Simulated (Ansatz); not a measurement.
The cell is an ordered 6-atom cell of InGa2As3 on the zincblende lattice (I-4m2); cell and atoms were relaxed with r2SCAN. It is tetragonal, I-4m2 (No. 119); conventional cell a = 4.102 Å, c = 17.533 Å, 24.59 Å³ an atom. Ga has 4 As at 2.47–2.48 Å; As has 4 Ga at 2.48 Å; As has 2 Ga at 2.47 Å and 2 In at 2.61 Å; In has 4 As at 2.61 Å.

```cif
data_structure
_symmetry_space_group_name_H-M 'I-4m2'
_symmetry_Int_Tables_number 119
_cell_length_a 4.1020
_cell_length_b 4.1020
_cell_length_c 17.5335
_cell_angle_alpha 90.000
_cell_angle_beta 90.000
_cell_angle_gamma 90.000
_cell_volume 295.03
loop_
_atom_site_label
_atom_site_type_symbol
_atom_site_symmetry_multiplicity
_atom_site_Wyckoff_symbol
_atom_site_fract_x
_atom_site_fract_y
_atom_site_fract_z
_atom_site_occupancy
Ga1 Ga 4 e 0.50000 0.50000 0.32927 1
As1 As 2 d 0.50000 0.00000 0.25000 1
As2 As 4 f 0.00000 0.50000 0.09225 1
In1 In 2 b 0.50000 0.50000 0.00000 1
```

3 runs of Ansatz 0.2.0 on this cell differ in the functional (and in the settings that go with it). Levels are in eV from each run's valence top; v1 is the last filled band, c1 the first empty one.

Run A, mean stress +2.5 GPa (compression positive):
```tsv
point	v5	v3	v1	c1	c2	c3
Γ	-1.90	-0.13	0.00	0.02	1.56	1.60
X	-3.11	-3.02	-2.52	1.46	1.74	3.06
P	-3.15	-2.78	-2.64	1.93	1.95	2.08
N	-2.59	-1.35	-0.70	0.82	2.02	2.57
```

Run B, mean stress +0.3 GPa (compression positive):
```tsv
point	v5	v3	v1	c1	c2	c3
Γ	-2.07	-0.13	0.00	0.83	2.19	2.21
X	-3.38	-3.27	-2.75	2.03	2.38	3.73
P	-3.41	-3.02	-2.88	2.52	2.55	2.75
N	-2.76	-1.46	-0.77	1.53	2.78	3.36
```

Run C, mean stress 0.0 GPa (compression positive):
```tsv
point	v5	v3	v1	c1	c2	c3
Γ	-1.96	-0.13	0.00	0.48	1.84	1.89
X	-3.21	-3.11	-2.61	1.75	2.02	3.38
P	-3.24	-2.87	-2.73	2.22	2.25	2.38
N	-2.64	-1.40	-0.72	1.17	2.36	2.95
```

Problem. Match the runs to PBE, r2SCAN, HSE06.

Solution. A is PBE, B is HSE06, C is r2SCAN. In order of the gap: PBE 0.02, r2SCAN 0.48, HSE06 0.83 eV. The stress vanishes for r2SCAN, which relaxed the cell.

These are computed values for a spin-unpolarised cell that may be hypothetical; none is a measurement.

Spin-orbit coupling is left out, which matters wherever the heavy atoms make up the band edges.

The stress of a hybrid is loosely converged in these runs.

Gaps or overlaps of about a tenth of an eV are at the limit of these meshes: between the points read a gap can be smaller or closed.
